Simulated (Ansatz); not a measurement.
**Stationary points along a deformation path in TiRh**

These are results of DFT LDA, scalar-relativistic, plane waves, PAW (Ansatz 0.2.0), not measurements. Settings: plane waves to 420 eV, k-mesh 18×18×16 (Γ-centred), Gaussian smearing 0.15 eV. No spin polarisation. Energies are free energies at this smearing, counted from the undisturbed cell; pressure is positive in compression.

The undisturbed cell (as given, not relaxed at this level; it stands at -11.9 GPa, and it needn't be the usual structure):

```
Ti Rh
1.0
     2.98800    0.00000    0.00000
     0.00000    2.98800    0.00000
     0.00000    0.00000    3.35000
Ti Rh
1 1
Direct
  0.50000 0.50000 0.50000
  0.00000 0.00000 0.00000
```

At fixed volume and fractional coordinates, lengths along (0.000, 0.000, 1.000) are scaled against those across it; ρ is that ratio over its starting value. V = 14.955 Å³/atom. Δσ is the stress along the axis less the mean stress across it (compression positive).

```
    ρ  ΔE (meV/atom)  Δσ (GPa) space group
0.850           13.0     -2.06       P4/mmm
0.920           15.1      2.18       P4/mmm
0.960            7.2      3.23       P4/mmm
1.000            0.0      2.24       P4/mmm
1.050           -1.5     -1.89       P4/mmm
1.100           12.1     -7.60       P4/mmm
1.200           79.4    -17.08       P4/mmm
```

How does the stress give the slope of the energy, and where is the energy stationary?

Along the path d ln(length) is 2/3 d ln ρ on the axis and −1/3 d ln ρ across it, so dE/d ln ρ = −(2/3) V Δσ: the energy falls with ρ where Δσ is positive. Δσ vanishes or changes sign between ρ = 0.850 and 0.920, a maximum (near 0.88 by linear interpolation); between ρ = 1.000 and 1.050, a minimum (near 1.03 by linear interpolation). Pairs of stationary points between two samples would go unseen, and could change a minimum read from distant neighbours into a maximum.

Integrate that slope from ρ = 1 to 0.850 by the trapezoid rule.

With V/N in Å³ and 1 eV/Å³ = 160.2 GPa the slopes at ρ = 1.000, 0.960, 0.920, 0.850 are -139, -201, -136, 128 meV/atom per unit of ln ρ. The steps add 7.0 + 7.2 + 0.3 = 14.4 meV/atom, against 13.0 from the energies; the trapezoid rule misses the curvature of the slope within each step.

Is the start the lowest point of the path?

No: ρ = 1.050 lies 1.5 meV/atom lower, with no sampled rise above the start on the way. Volume and inner coordinates are held, so a relaxed structure there would lie lower still.

In a metal these slopes depend on the k mesh and the smearing.